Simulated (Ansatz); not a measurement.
HfScTaN₃ in space group P3m1 (No. 156; Pearson symbol hP6) at seven volumes, PBEsol in the plane-wave PAW code Ansatz, shape and atoms relaxed at each. One row is withheld.

| V (Å³/atom) | P (GPa) |
|---|---|
| 9.944 | 32.24 |
| 10.272 | 19.73 |
| 10.600 | 9.08 |
| 10.928 | 0.00 |
| 11.255 | -7.73 |
| 11.583 | -14.32 |
| 11.911 | ? |

**Question.** Fit the shown pressures and predict the withheld one.

**Answer.** Third-order Birch–Murnaghan: P = (3/2)B₀(x^(7/2) − x^(5/2))[1 + (3/4)(B′ − 4)(x − 1)] with x = (V₀/V)^(2/3). Least squares on the six rows gives V₀ = 10.928 Å³/atom, B₀ = 278.9 GPa, B′ = 4.29. At V = 11.911, x = 0.9442 and P = -19.98 GPa. The run itself gave -19.92 GPa.

The start of the workflow was typed in or built on a structure type; neither database checked (COD, Materials Project) lists it. Whether it is the stable phase at ambient conditions was not checked. The PBEsol relaxation kept the symmetry of its start; its stability against distortions is not shown here. The run is not spin-polarised. Spin–orbit coupling is left out wherever it is not named.

Potentials: the earlier of the program's two PAW sets. The files were generated under PBE; for other functionals the program regenerates the frozen cores, and for LDA and PBEsol the local potential too.
